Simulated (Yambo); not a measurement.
G0W0@PBEsol for LiBH₄ (space group P6_3mc, No. 186) in Yambo. Reference settings: 3×3×2 Γ-centred k mesh, bands 3 to 199 and a 8 Ry block in the screening, 199 bands in G with the Bruneval-Gonze terminator, plasmon pole fitted at 27.2 eV. The PBEsol gap Γ → Γ on this mesh is 6.74 eV; G0W0 gaps are taken between the same points.

Gap (Γ → Γ) in eV against the number of bands and the screening block, terminator on:

```tsv
bands (W and G)	2 Ry	3 Ry	5 Ry	6 Ry	8 Ry
38	9.530	9.582	9.722	9.768	9.800
66	9.422	9.494	9.667	9.733	9.783
104	9.398	9.477	9.669	9.748	9.809
150	9.390	9.471	9.672	9.759	9.829
199	9.388	9.469	9.674	9.766	9.843
```

Rough cost of the Yambo step against the reference (shared machines):

```json
[
 {"bands (W and G)": "38", "2 Ry": "1/8", "3 Ry": "1/8", "5 Ry": "1/7", "6 Ry": "1/6", "8 Ry": "1/5"},
 {"bands (W and G)": "66", "2 Ry": "1/6", "3 Ry": "1/6", "5 Ry": "1/5", "6 Ry": "1/4", "8 Ry": "1/3"},
 {"bands (W and G)": "104", "2 Ry": "1/4", "3 Ry": "1/4", "5 Ry": "1/3", "6 Ry": "1/3", "8 Ry": "~1"},
 {"bands (W and G)": "150", "2 Ry": "1/3", "3 Ry": "1/3", "5 Ry": "1/2", "6 Ry": "1/2", "8 Ry": "~1"},
 {"bands (W and G)": "199", "2 Ry": "1/2", "3 Ry": "1/2", "5 Ry": "~1", "6 Ry": "~1", "8 Ry": "1"}
]
```

At the largest block the last step in bands moves the gap by 0.014 eV; at the most bands the last step in the block moves it by 0.077 eV.

The mesh misses a band edge: along a dense path the PBEsol gap is 6.60 eV against 6.74 eV on the mesh.

Geometry of the Materials Project entry, not relaxed at this level; primitive cell a = 4.203 Å, b = 4.203 Å, c = 7.420 Å, α = 90.00°, β = 90.00°, γ = 120.00°.

The structure is a Materials Project entry; no match was found in the copy of COD used, and its stability was not checked.
